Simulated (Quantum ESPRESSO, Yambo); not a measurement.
SiO2 (space group Fddd, No. 70): one geometry, one set of LDA (pw.x of Quantum ESPRESSO, ONCV potentials, without SOC) orbitals, self-energies from Yambo (4×4×4 Γ-centred k mesh, 180 bands and a 6 Ry block in the screening, 180 bands in G with the Bruneval-Gonze terminator, plasmon pole fitted at 27.2 eV).

```
level                                                     gap Γ → Γ (eV)
--------------------------------------------------------  --------------
LDA (Quantum ESPRESSO)                                              5.58
exchange only (Hartree-Fock self-energy on LDA orbitals)               …
static COHSEX@LDA                                                   9.98
G0W0@LDA, plasmon pole                                                 …
```

Problem. Complete the blanks.

Solution. 
- exchange only (Hartree-Fock self-energy on LDA orbitals), gap Γ → Γ (eV): 16.06
- G0W0@LDA, plasmon pole, gap Γ → Γ (eV): 8.78

Bare exchange has no screening and gives the widest gap; static COHSEX screens it but leaves out the frequency dependence, which G0W0 restores.

Convergence of the G0W0 settings was not tested.

Geometry of the Materials Project entry, not relaxed at this level; primitive cell a = 8.7438 Å, b = 7.7316 Å, c = 5.2736 Å, α = 82.15°, β = 61.16°, γ = 36.69°.

This is not the ordinary phase of the substance; no match was found in the copy of COD used, and its stability was not checked.
